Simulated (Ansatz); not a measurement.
Ga:
```
CELL_PARAMETERS angstrom
     -1.40285     1.40285     2.27278
      1.40285    -1.40285     2.27278
      1.40285     1.40285    -2.27278
ATOMIC_POSITIONS crystal
  Ga 0.00000 0.00000 0.00000
```

Relaxed with r²SCAN. Special points in fractions of this cell's reciprocal vectors: Γ (0.000, 0.000, 0.000); X (0.000, 0.000, 0.500); P (0.250, 0.250, 0.250); N (0.000, 0.500, 0.000); M (0.500, 0.500, -0.500); S (0.345, 0.655, -0.345); S0 (-0.345, 0.345, 0.345); R (-0.190, 0.190, 0.500); G (0.500, 0.500, -0.190).

List the band energies nearest the Fermi level at these points for plane-wave PAW r²SCAN (Ansatz code).

In eV from the Fermi level; about four levels below and three above (degenerate sets whole), none deeper than 8.9 eV; … stands for higher levels left out; points with the same levels are listed once.

```csv
k,below,above
Γ,–,13.57 13.58 13.58
X,-2.39 -1.11,4.07 5.32 …
P,-0.38 -0.26 -0.26,2.30 …
N,-5.16 -4.51,8.78 12.72 …
M,-4.24 -4.06,7.09 7.09 …
S,-3.00 -1.85 -1.43,9.16 …
R,-1.35 -0.68,0.22 1.42 …
```

Space group I4/mmm (body-centred tetragonal). The first step of the workflow began from a Materials Project structure, measured or hypothetical; the Crystallography Open Database copy checked does not list it. It is not the phase usual at ambient conditions (space group No. 64). The r²SCAN relaxation kept the symmetry of its start; its stability against distortions is not shown here. Scalar-relativistic: spin–orbit coupling is off unless named, which matters more the heavier the elements.

Potentials: the earlier of the program's two PAW sets.
